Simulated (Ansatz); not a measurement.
RbBr:
Space group Fm-3m (No. 225); a = b = c = 7.018 Å, α = β = γ = 90.00°

```json
[
 {"atom": "Rb", "site": "4a", "symmetry": "m-3m", "x": "0.0000", "y": "0.0000", "z": "0.0000"},
 {"atom": "Br", "site": "4b", "symmetry": "m-3m", "x": "0.5000", "y": "0.5000", "z": "0.5000"}
]
```
(The calculation used a cell of 2 atoms; values per cell refer to that cell.)

Relaxed with PBE. The program Ansatz at the PBE level (PAW) gives a gap of 4.19 eV.

### Question
What gap does HSE06 give on the same cell (Ansatz, PAW)?

### Answer
5.33 eV, 1.14 eV more. The hybrid was solved on a coarser mesh and at special points; its gap is the smallest among all of these.

```
k  v1 PBE  c1 PBE    v1 HSE06    c1 HSE06
-  ------  ------  ----------  ----------
Γ    0.00    4.19        0.00        5.33
X   -0.15    5.67  (withheld)  (withheld)
L   -0.30    6.63  (withheld)  (withheld)
W   -0.33    7.00  (withheld)  (withheld)
K   -0.23    6.33  (withheld)  (withheld)
```

### Question
Top valence (v1) and lowest conduction level (c1) in eV from each method's valence maximum (which need not be a listed point): supply the withheld HSE06 values.

### Answer

- W, v1 HSE06: -0.34
- W, c1 HSE06: 8.18
- L, v1 HSE06: -0.31
- L, c1 HSE06: 7.76
- X, v1 HSE06: -0.16
- X, c1 HSE06: 6.80
- K, v1 HSE06: -0.24
- K, c1 HSE06: 7.48

Cost on shared cores: the PBE run (SCF on a 7×7×7 mesh, then bands and DOS) roughly 10 core-seconds, the HSE06 run (SCF on 5×5×5, then a few points) very roughly 90 core-seconds; the tasks are unlike.

The cell was relaxed with PBE under the symmetry of its start; phonons on a q-mesh show no instability. Scalar-relativistic: spin–orbit coupling is off unless named, which matters more the heavier the elements.

Potentials: the later of the program's two PAW sets.
